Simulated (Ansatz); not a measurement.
SiO2: pressure against volume

SiO2, I-42d, a = 4.946 Å, c = 7.313 Å. This isn't the usual stable structure of the compound. Ansatz: r2SCAN, PAW, 500 eV, Γ-centred 8×8×8 mesh on 6 atoms, Gaussian smearing 0.02 eV; no spin polarisation. Shape and atoms are relaxed at each volume; pressure is positive in compression.

| V (Å³/atom) | P (GPa) |
| --- | --- |
| 13.121 | ? |
| 13.569 | 2.48 |
| 14.016 | 1.55 |
| 14.463 | 0.76 |
| 14.910 | 0.00 |
| 15.358 | -0.69 |
| 15.805 | -1.25 |
| 16.402 | -1.99 |

Take V0 = 14.910 Å³/atom, fit the third-order Birch–Murnaghan form to the other rows, and predict the missing pressure.

With the Eulerian strain f = ½[(V0/V)^(2/3) − 1] and y = P/[3f(1 + 2f)^(5/2)], the form is the line y = B0 + 1.5 B0 (B0′ − 4) f. Rows (f, y): 0.03242, 21.79; 0.02104, 22.15; 0.01025, 23.49; -0.00977, 24.73; -0.01906, 24.09; -0.03080, 25.25. Means f = 0.0006800, y = 23.583; Σ(Δf)² = 0.003003, ΣΔfΔy = -0.1614; the slope is their ratio. y = 23.62 − 53.75 f GPa, so B0 = 23.6 GPa and B0′ = 4 + 2 × (-53.75)/(3 × 23.62) = 2.48. At V = 13.121, f = 0.04447, y = 21.230 and P = 3.50 GPa. The run gave 3.52 GPa, so the fit is 0.02 GPa too low, within twice the rms miss on the fitted rows (0.02 GPa).